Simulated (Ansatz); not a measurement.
Take a crystal in which O has been replaced by Se on all its sites, with the cell rescaled by a rough guess (in some cases also distorted within its space group) and nothing relaxed:

```
CELL_PARAMETERS angstrom
3.65904 0.00000 0.00000
-1.82952 3.16883 0.00000
0.00000 0.00000 11.62127
ATOMIC_POSITIONS crystal
Se 0.33333 0.66667 0.32810
Se 0.66667 0.33333 0.67190
Se 0.66667 0.33333 0.82810
Se 0.33333 0.66667 0.17190
```

The calculation used DFT PBEsol, scalar-relativistic, plane waves, PAW (Ansatz 0.2.0).

Settings: cutoff 420 eV, Γ-centred mesh 15×15×4 on the computed 4-atom cell, Gaussian smearing of 0.10 eV; no spin polarisation.

Q: What pressure does the cell carry?

A: The pressure is 21.4 GPa (positive in compression), so the cell would expand.

Q: Is it a metal on this mesh?

A: Yes, a band crosses the Fermi level.

The cell holds molecules, and where no dispersion correction was added their binding is poorly described. Spin polarisation was left out, and a magnetic state may lie lower. Some atoms are far too close here, so the PAW spheres overlap strongly and the numbers are rough.

This form isn't the element's structure at ambient conditions.